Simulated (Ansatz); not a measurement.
Here is the system:

CsI (CsCl type), conventional cell a = b = c = 4.5080 Å, α = β = γ = 90.00°. The calculation uses the primitive cell of 2 atoms, to which meshes and values per cell refer.

This relaxed cell (volume V₀) is scaled evenly in all directions, its shape held. Symmetry pins the atoms to their sites.

Calculation: PBEsol (plane waves to 420 eV, PAW, scalar-relativistic; Ansatz, a program for electronic structure). k mesh 7×7×7 (Γ-centred), Fermi-Dirac smearing 0.05 eV. Energies are smeared free energies. Stress and pressure are positive under compression. CsI was relaxed with its symmetry unable to fall. Spin-orbit coupling is left out, though I is heavy. The zero of ΔE is the relaxed starting cell.

The scan covers V/V₀ from 0.940 to 1.060 in 9 points.

Problem. What is ΔE at V/V₀ = 0.940?

Solution. 7.3 meV/atom.

Problem. What pressure does the cell carry at V/V₀ = 0.940?

Solution. 0.92 GPa.

Problem. What is ΔE at V/V₀ = 1.060?

Solution. 5.9 meV/atom.

(Under strain, the slope of the energy per volume gives the stress and its curvature an elastic modulus.)
